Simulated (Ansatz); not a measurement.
Theory: Ansatz 0.2.0, DFT PBE, scalar-relativistic, plane waves, PAW. Plane waves to 420 eV, a 6×6×6 mesh through Γ for the 7-atom cell and 0.10 eV Gaussian smearing; no spin polarisation.

Formation energies are uncorrected and refer to the elements' standard structures at the same level.

Question: Suggest a trial structure for a cubic metal made of Au and Rb, with a formation energy near −0.21 eV/atom and about 51 Å³ per atom, in a cell of 7 atoms. Its symmetry should be Pm-3m (No. 221).

Answer: Rb4Au3, space group Pm-3m (No. 221). Rb on a site of symmetry m-3m has 6 Au at 3.54 Å; Rb on a site of symmetry 4/mmm is surrounded by 4 Au at 3.54 Å; around Au lie 6 Rb at 3.54 Å.

```cif
data_structure
_symmetry_space_group_name_H-M 'Pm-3m'
_symmetry_Int_Tables_number 221
_cell_length_a 7.0746
_cell_length_b 7.0746
_cell_length_c 7.0746
_cell_angle_alpha 90.000
_cell_angle_beta 90.000
_cell_angle_gamma 90.000
_cell_volume 354.08
loop_
_atom_site_label
_atom_site_type_symbol
_atom_site_symmetry_multiplicity
_atom_site_Wyckoff_symbol
_atom_site_fract_x
_atom_site_fract_y
_atom_site_fract_z
_atom_site_occupancy
Rb1 Rb 1 b 0.50000 0.50000 0.50000 1
Rb2 Rb 3 d 0.50000 0.00000 0.00000 1
Au1 Au 3 c 0.50000 0.50000 0.00000 1
```

* Volume per atom: 50.58 Å³
* Density: 4.37 g/cm³
* Energy over the elements: −0.21 eV/atom
* Gap on the 6×6×6 mesh of the 7-atom cell: 0 eV (a metal)

The cell was found from a structure generator's guess, not taken from experiment. Other answers may fit too; this one was computed.

These runs have no spin–orbit coupling, which can matter for Au. A structure relaxed within its symmetry needn't be a true minimum.
